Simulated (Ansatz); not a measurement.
One crystal and one scan (generalised stacking-fault energy along a line) at two levels, PBE (plane waves to 420 eV, PAW, scalar-relativistic; Ansatz, an electronic-structure program) and r2SCAN (plane waves to 500 eV, PAW, scalar-relativistic; Ansatz), each from its own relaxed cell and on its own mesh.

The crystal is ZnS (zinc blende); the crystal slips on the {111} plane, glide cut by s times a lattice vector of 6.67 Å, atoms relaxing along the normal only, γ being the energy change per area.

Energies are extrapolated to zero smearing. The PAW data are Ansatz's earlier set. ZnS was relaxed with its symmetry unable to fall. Faults lie only 9.3 Å apart, and holding the cell height raises γ above its relaxed value. Faults lie only 9.4 Å apart, and holding the cell height raises γ above its relaxed value. Some relaxations began with atoms very close together and may have settled on another branch. Both scans cover s from 0.000 to 0.917.

```csv
quantity,run 1,run 2
Lattice constant a (Å),5.390,5.443
Highest computed γ on the line (J/m²),4.66,4.19
"Lower barrier from zero shift into that minimum (unstable fault energy, highest computed point) (mJ/m²)",809,727
Steepest slope dγ/d(shift) before the first maximum (spline) (GPa),38,34
```

**Question.** Which run is which level?

**Answer.** Run 2 is PBE, run 1 is r2SCAN. PBE gives the higher value for: lattice constant a. PBE gives the lower value for: highest computed γ on the line; lower barrier from zero shift into that minimum; steepest slope dγ/d(shift) before the first maximum. Both give the same position of the highest point: s = 0.333.

(The slope of γ gives the shear force per area between the displaced halves; near zero shift its curvature is an elastic stiffness.)
